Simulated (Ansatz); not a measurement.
SrO (rock salt, Fm-3m), the program Ansatz at the LDA level (PAW): ε∞ = 3.87, cell volume 32.47 Å³. Infrared-active transverse modes:

```tsv
ω_TO (cm⁻¹)	oscillator strength S_xx (e²/amu)
215.6	0.4521
```

Task: Compute the static dielectric constant.

Result: Each mode adds (4.921e7/V) S/ω²: 14.74. So ε0 = 18.6.

Task: What LO frequency does the Lyddane–Sachs–Teller relation give?

Result: ω_LO = ω_TO √(ε0/ε∞) = 473 cm⁻¹.

Symmetry was held in the LDA relaxation; phonons on a q-mesh show no instability. Spin–orbit coupling is left out wherever it is not named.

Potentials: the later of the program's two PAW sets.
